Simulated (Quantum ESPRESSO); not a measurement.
```xyz
2
Lattice="0.0000 2.9334 2.9334 2.9334 0.0000 2.9334 2.9334 2.9334 0.0000" Properties=species:S:1:pos:R:3 pbc="T T T"
Ca     0.0000     0.0000     0.0000
Se     2.9334     2.9334     2.9334
```

Cell and atoms were relaxed with PBEsol from Materials Project entry mp-1415, within its symmetry.

Problem. What does PBE (Quantum ESPRESSO, PseudoDojo norm-conserving, 86 Ry, scalar-relativistic) give for the electronic structure near the Fermi level?

Solution. The PBE gap is indirect, 1.97 eV, from Γ to X; the smallest direct gap is 2.93 eV. Spin-orbit splittings are left out.
